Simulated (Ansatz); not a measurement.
ScPd3N:
```
CELL_PARAMETERS angstrom
      4.20336     0.00000     0.00000
      0.00000     4.20336     0.00000
      0.00000     0.00000     4.20336
ATOMIC_POSITIONS crystal
  Sc 0.00000 0.00000 0.00000
  Pd 0.00000 0.50000 0.50000
  Pd 0.50000 0.00000 0.50000
  Pd 0.50000 0.50000 0.00000
  N  0.50000 0.50000 0.50000
```

Relaxed with PBE. Special points in fractions of this cell's reciprocal vectors: Γ (0.000, 0.000, 0.000); X (0.000, 0.500, 0.000); M (0.500, 0.500, 0.000); R (0.500, 0.500, 0.500).

Problem. List the band energies nearest the Fermi level at these points for plane-wave PAW PBE with spin–orbit coupling (Ansatz code).

Solution. In eV from the Fermi level; about four levels below and three above (degenerate sets whole), none deeper than 8.9 eV; points with the same levels are listed once.

```json
[
 {"k": "Γ", "below": "-1.21 -1.21 -1.21 -1.21", "above": "1.29 1.29 1.32 1.32 1.32 1.32"},
 {"k": "X", "below": "-1.10 -1.10 -0.98 -0.98", "above": "0.67 0.67 0.68 0.68"},
 {"k": "M", "below": "-0.32 -0.32 -0.22 -0.22", "above": "0.28 0.28 0.89 0.89"},
 {"k": "R", "below": "-0.16 -0.16 -0.16 -0.16 -0.01 -0.01", "above": "0.14 0.14 0.17 0.17 0.17 0.17"}
]
```

Space group Pm-3m (anti-perovskite). The start of the workflow was typed in or built on a structure type; neither database checked (COD, Materials Project) lists it. Whether it is the stable phase at ambient conditions was not checked. The PBE relaxation kept the symmetry of its start; its stability against distortions is not shown here. No spin polarisation was allowed.

Potentials: the earlier of the program's two PAW sets.
